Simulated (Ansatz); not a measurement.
## WSi₂: opening a crack plane

WSi₂, P6_222, a = 4.576 Å, c = 6.603 Å. This isn't the usual stable structure of the compound. Ansatz: PBEsol, PAW, 420 eV, Γ-centred 10×10×3 mesh on 18 atoms, Gaussian smearing 0.15 eV; no spin polarisation. One cut on (001) per cell of 18 atoms is opened rigidly by x, between planes of Si+W and Si+W that stand 2.20 Å apart; y is the energy per area (18.135 Å², 1 eV/Å² = 16.02 J/m²).

```
x (Å) y (J/m²)
 0.00     0.000
 0.25     0.433
 0.50     1.297
 0.75     2.209
 1.00         ?
 1.50     4.079
 2.00     4.584
 3.00     4.936
 4.50     5.016
 6.00     5.021
```

Task: Fit the universal binding curve y = W[1 − (1 + x/l) e^(−x/l)] to the other rows, give the peak stress, and predict the missing value.

Result: Least squares gives W = 5.03 J/m² and l = 0.500 Å. The stress dy/dx peaks at x = l with W/(e l) = 37.0 GPa, for rigid faces. At x = 1.00: x/l = 2.000, y = 2.988 J/m². The run gave 3.002 J/m², so the fit is 0.014 J/m² too low, within the rms miss on the fitted rows (0.024 J/m²).

Spin–orbit coupling is left out, which can shift energies with elements as heavy as these.

Cost: 12 runs of about 8.3 core-minutes in all, on AMD EPYC 9R45 (Zen 5) (shared hosts).